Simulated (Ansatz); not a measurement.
# Conduction electrons in FePt (P4/mmm)

```xyz
2
Lattice="2.6578 0.0000 0.0000 0.0000 2.6578 0.0000 0.0000 0.0000 3.6856" Properties=species:S:1:pos:R:3 pbc="T T T"
Fe    0.0000    0.0000    0.0000
Pt    1.3289    1.3289    1.8428
```

Starting moments along z (μB): Fe1 +2.7, Pt2 +0.4.

Level of theory, where no other is named: LDA, all-electron LAPW in Ansatz 0.2.0, scalar-relativistic, spin-polarised. k mesh 14×14×10, fine mesh 20×20×16, Fermi-Dirac smearing of 0.050 eV, basis error target 1 meV/atom. The cell was relaxed by PAW under this functional, which moved its volume by -6 % from the database entry's.

Levels and slopes are solved on a 20×20×16 mesh, and each state is taken as quadratic over its cell.

The cell carries a moment of 3.07 μB.

Task: What is the density of states at the Fermi level, and which bare Sommerfeld coefficient follows?

Result: N(E_F) = 0.62 states/eV/atom (both spins), so γ = (π²/3) k_B² N(E_F) = 1.46 mJ/(mol-atom K²) without electron-phonon or spin-fluctuation enhancement.

Task: What Drude plasma energy and σ/τ do the band velocities give?

Result: (ħω_p,α)² = (e²/ε₀VN_k) Σ_nkσ (∂E/∂k_α)² δ(E − E_F) gives ħω_p = (6.91, 6.91, 5.89) eV along x, y, z, and σ/τ = ε₀ω_p² = 9.75×10²⁰ Ω⁻¹m⁻¹s⁻¹ along x. Weighted by the density of states, the mean Fermi speed is 0.519×10⁶ m/s; the surface has an area of 20.2 Å⁻² (mean of the two spins).

Task: Which bands cross the Fermi level, and what do they carry?

Result: 

```json
{"band": "1", "spin": "up", "filled part": "0.95", "N (states/eV/cell)": "0.136", "speed (10⁶ m/s)": "0.418", "5th to 95th percentile": "0.16 to 0.69", "area (Å⁻²)": "3.58", "filling": "nearly full"}
{"band": "2", "spin": "up", "filled part": "0.55", "N (states/eV/cell)": "0.245", "speed (10⁶ m/s)": "0.873", "5th to 95th percentile": "0.51 to 1.24", "area (Å⁻²)": "13.4", "filling": "partly filled"}
{"band": "3", "spin": "up", "filled part": "0.04", "N (states/eV/cell)": "0.0585", "speed (10⁶ m/s)": "0.904", "5th to 95th percentile": "0.30 to 1.30", "area (Å⁻²)": "3.32", "filling": "nearly empty"}
{"band": "1", "spin": "down", "filled part": "0.99", "N (states/eV/cell)": "0.0109", "speed (10⁶ m/s)": "1.09", "5th to 95th percentile": "0.83 to 1.36", "area (Å⁻²)": "0.746", "filling": "nearly full"}
{"band": "2", "spin": "down", "filled part": "0.98", "N (states/eV/cell)": "0.0287", "speed (10⁶ m/s)": "0.889", "5th to 95th percentile": "0.75 to 1.17", "area (Å⁻²)": "1.6", "filling": "nearly full"}
{"band": "3", "spin": "down", "filled part": "0.86", "N (states/eV/cell)": "0.221", "speed (10⁶ m/s)": "0.45", "5th to 95th percentile": "0.26 to 0.64", "area (Å⁻²)": "6.22", "filling": "partly filled"}
{"band": "4", "spin": "down", "filled part": "0.62", "N (states/eV/cell)": "0.513", "speed (10⁶ m/s)": "0.348", "5th to 95th percentile": "0.20 to 0.59", "area (Å⁻²)": "11.2", "filling": "partly filled"}
{"band": "5", "spin": "down", "filled part": "0.00", "N (states/eV/cell)": "0.0267", "speed (10⁶ m/s)": "0.183", "5th to 95th percentile": "0.14 to 0.24", "area (Å⁻²)": "0.306", "filling": "nearly empty"}
```

Task: Map the plane k₃ = 0 of the mesh for up spins: how many bands lie under the Fermi level at each point, counted from the least on the plane?

Result: k₁ runs to the right and k₂ upwards, each from −½ to ½ with 0 in the middle (the axes needn't be at right angles):
```
00111111111111111110
11222222222222222221
11222222222222222221
11222222222222222221
11222222222222222221
11222222222222222221
11222222222222222221
11222222222222222221
11222222222222222221
11222222222222222221
11222222222222222221
11222222222222222221
11222222222222222221
11222222222222222221
11222222222222222221
11222222222222222221
11222222222222222221
11222222222222222221
00111111111111111110
00111111111111111110
```

Task: On PAW files the program sums the optical response inside the mesh cells, interband lines and its own Drude term. Where does ε₁ rise through zero (a sharp plasmon if ε₂ is small there), and how much light is reflected?

Result: 

```json
{
  "Fine mesh": "20, 20, 16",
  "Window top": "30 eV",
  "Line width": "0.25 eV",
  "Drude damping": "0.2 eV",
  "ε₁ rises through zero at x": "8.78, 26.26 eV",
  "ε₂ there x": "3.59, 0.85",
  "ε₁ rises through zero at z": "7.22, 9.89, 21.42, 25.67 eV",
  "ε₂ there z": "3.77, 3.13, 1.79, 1.03",
  "Plasma energy (x, y, z)": "6.773, 6.773, 6.066 eV",
  "Reflectivity at 1 eV, x-polarised": "0.7209",
  "Reflectivity at 2 eV, x-polarised": "0.6674",
  "Reflectivity at 3 eV, x-polarised": "0.6596"
}
```

The plasma energy here is the program's own sum at the run's smearing; it differs from the value above by up to 3 %, through mesh and smearing.

Task: What does PAW give for the same cell?

Result: N(E_F) = 0.62 states/eV/atom and ħω_p,x = 6.91 eV.

Keep in mind: a lower magnetic state may exist; no spin-orbit coupling on heavy atoms; these sums move with the mesh, by several per cent and more for small sheets; frozen-core PAW files fitted under PBE, their cores solved anew for the functional of the run.
